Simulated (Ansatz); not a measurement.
TiAu$_{4}$:
```cif
data_Au8Ti2
_chemical_formula_sum 'Ti2 Au8'
_space_group_name_H-M_alt 'I4/m'
_space_group_IT_number 87
_space_group_name_Hall '-I 4'
_cell_length_a 6.52907
_cell_length_b 6.52907
_cell_length_c 3.97652
_cell_angle_alpha 90.000
_cell_angle_beta 90.000
_cell_angle_gamma 90.000
loop_
_atom_site_label
_atom_site_type_symbol
_atom_site_symmetry_multiplicity
_atom_site_Wyckoff_symbol
_atom_site_fract_x
_atom_site_fract_y
_atom_site_fract_z
_atom_site_occupancy
Ti1 Ti 2 a 0.00000 0.00000 0.00000 1
Au1 Au 8 h 0.39452 0.20680 0.00000 1
```
(The calculation used a cell of 5 atoms; values per cell refer to that cell.)

Relaxed at zero pressure with DFT-r²SCAN in the program Ansatz with PAW potentials.

Question: The volume is raised by 6 % and shape and atoms relax at that volume. What pressure results, and how do the axes share the change?

Answer: -8.0 GPa; a 2.2 %, b 2.2 %, c 1.5 %; the energy rises by 27 meV/atom.

Question: Give the new structure.

Answer: 
Space group I4/m (No. 87); a = b = 6.6728 Å, c = 4.0354 Å, α = β = γ = 90.00°

```csv
atom,site,symmetry,x,y,z
Ti,2a,4/m..,0.0000,0.0000,0.0000
Au,8h,m..,0.3940,0.2089,0.0000
```

The phase is kept; no other phase was compared at this pressure.

The workflow started from a Materials Project entry (that database holds measured and hypothetical structures alike); the Crystallography Open Database copy checked does not list it. With Ti and Au taken as one species the cell has the higher symmetry Fm-3m, so it may be an ordered model of a mixed-site phase. Its standing as an ambient phase is unchecked. The cell was relaxed with r²SCAN under the symmetry of its start; its stability against distortions is not shown here. No spin polarisation was allowed. Axis ratios of metals converge slowly with the k-mesh, so a and c are less sure than the volume. Spin–orbit coupling is left out wherever it is not named.

Potentials: the later of the program's two PAW sets.
